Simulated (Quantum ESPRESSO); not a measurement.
MgGa2SiN4, convergence and cost over cutoff and k mesh

Simulated, not a measurement. The program is pw.x of Quantum ESPRESSO 7.5 (plane-wave density functional theory). The cell is made up: 8 atoms on a wurtzite lattice, with randomly drawn elements, strain and displacements, not relaxed. PseudoDojo standard norm-conserving files (v0.5 for PBE, v0.4.1 for LDA and PBEsol) set the functional; there is no spin polarisation, spin-orbit coupling or dispersion term, and the masses in the input are unused placeholders.

Input of the run in row 2:

```
&control calculation='scf', pseudo_dir='./dojo.nc.sr.pbe.v0_5.standard.upf', outdir='./o', disk_io='low', tprnfor=.true., tstress=.true. /
&system ibrav=0, nat=8, ntyp=4, nbnd=36, ecutwfc=84.00895049, nosym=.true., tot_charge=0,
 occupations='smearing', smearing='fd', degauss=0.0018374661
/
&electrons conv_thr=7.350e-09, electron_maxstep=60, /
ATOMIC_SPECIES
Ga 1.0 Ga.upf
Mg 1.0 Mg.upf
N 1.0 N.upf
Si 1.0 Si.upf
CELL_PARAMETERS angstrom
3.1911 0.0 0.0
0.0 5.5272 0.0
0.0 0.0 5.2111
ATOMIC_POSITIONS angstrom
Mg -0.0576 0.0245 0.0565
Ga 1.6102 2.6888 0.0518
Si 1.6697 0.8626 2.6427
Ga -0.0602 3.645 2.6226
N 0.0048 -0.067 1.9638
N 1.5786 2.7086 2.0286
N 1.6103 0.963 4.6056
N -0.0631 3.6748 4.5715
K_POINTS automatic
6 4 4 1 1 1
```

The same cell was run at these settings. Meshes are shifted by half a step, and differences are from the last row, which is itself not exact.

| cutoff (eV) | k mesh | k points solved | threshold (eV) | free energy less the last row's (eV) | pressure (GPa) | largest stress difference (GPa) | largest force difference (eV/Å) | iterations | wall time (s) | k-point pools | processor |
| --- | --- | --- | --- | --- | --- | --- | --- | --- | --- | --- | --- |
| 800 | 2 x 2 x 2 | 4 | 1e-04 | 1.906 | -44.87 | 48.69 | 0.155 | 9 | 14 | 4 | Intel Xeon, older |
| 1143 | 6 x 4 x 4 | 48 | 1e-07 | 0.000 | -1.05 | 0.02 | 0.001 | 13 | 173 | 4 | Intel Xeon, older |
| 1437 | 8 x 6 x 6 | 144 | 1e-07 | 0.000 | -1.06 | 0.00 | 0.000 | 13 | 984 | 1 | AMD EPYC, Zen 5 class |

Each pool is one process. Wall times include start-up and a band step at six k points, which weighs most on the coarsest meshes. The runs were on shared virtual cores whose load varied, so times are rough.